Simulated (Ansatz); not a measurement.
Computed energy over volume and axial ratio: AlN (wurtzite)

AlN (wurtzite)

```cif
data_Al2N2
_chemical_formula_sum 'Al2 N2'
_space_group_name_H-M_alt 'P63mc'
_space_group_IT_number 186
_space_group_name_Hall 'P 6c -2c'
_cell_length_a 3.10656
_cell_length_b 3.10656
_cell_length_c 4.97805
_cell_angle_alpha 90.000
_cell_angle_beta 90.000
_cell_angle_gamma 120.000
loop_
_atom_site_label
_atom_site_type_symbol
_atom_site_symmetry_multiplicity
_atom_site_Wyckoff_symbol
_atom_site_fract_x
_atom_site_fract_y
_atom_site_fract_z
_atom_site_occupancy
Al1 Al 2 b 0.66667 0.33333 0.49658 1
N1 N 2 b 0.33333 0.66667 0.37822 1
```

Grid over V/V₀ and (c/a)/(c/a)₀, subscript 0 meaning the relaxed cell; the conventional c axis lies along z; no internal relaxation.

Calculation: r2SCAN (plane waves to 500 eV, PAW, scalar-relativistic; Ansatz, a program for electronic structure). k mesh 12×12×7 (Γ-centred), Fermi-Dirac smearing 0.05 eV. The energy includes the smearing's −TS. Compression counts positive. As the atoms are clamped, bonds stretch with the cell, which overstates energies and stresses. AlN was relaxed with its symmetry unable to fall. The PAW data are Ansatz's earlier set. The zero of ΔE is the relaxed starting cell.

ΔE (meV/atom), with V/V₀ across and (c/a)/(c/a)₀ down:

```
(c/a)/(c/a)₀ \ V/V₀  0.960  0.973  0.987  1.000  1.013  1.027  1.040
-------------------  -----  -----  -----  -----  -----  -----  -----
0.920                 79.4   71.8   67.0   64.8   65.0   67.6   72.3
0.947                 40.2   33.3   29.2   27.7   28.7   31.9   37.3
0.973                 18.2   11.7    7.9    6.7    7.9   11.5   17.1
1.000                 11.7    5.1    1.2    0.0    1.2    4.7   10.3
1.027                 19.2   12.1    7.9    6.2    7.0   10.2   15.4
1.053                 39.1   31.4   26.4   24.1   24.3   26.7   31.4
1.080                 70.3   61.6   55.7   52.5   51.7   53.3   57.1
```

σxx (GPa), with V/V₀ across and (c/a)/(c/a)₀ down:

```
(c/a)/(c/a)₀ \ V/V₀  0.960  0.973  0.987  1.000  1.013  1.027  1.040
-------------------  -----  -----  -----  -----  -----  -----  -----
0.920                 -3.0   -5.8   -8.5  -11.0  -13.4  -15.6  -17.6
0.947                  1.0   -2.1   -4.9   -7.6  -10.1  -12.4  -14.6
0.973                  5.1    1.9   -1.1   -3.9   -6.5   -9.0  -11.3
1.000                  9.5    6.2    3.0    0.0   -2.8   -5.4   -7.8
1.027                 14.1   10.6    7.2    4.1    1.1   -1.6   -4.2
1.053                 18.8   15.1   11.6    8.3    5.2    2.3   -0.4
1.080                 23.7   19.8   16.1   12.6    9.4    6.3    3.5
```

Read from the data:

```
Quantity                                                                                                                             Value
--------------------------------------------------------------------------------------  --------------------------------------------------
Modulus against c/a change at fixed volume, (3/4V)·∂²E/∂(ln c/a)² (fit, atoms clamped)    210 GPa, an upper bound as the atoms could relax
Lowest place on the grid                                                                 V/V₀ = 1.000, (c/a)/(c/a)₀ = 1.000 (0.0 meV/atom)
Highest place on the grid                                                               V/V₀ = 0.960, (c/a)/(c/a)₀ = 0.920 (79.4 meV/atom)
```

(Under strain, the slope of the energy per volume gives the stress and its curvature an elastic modulus.)
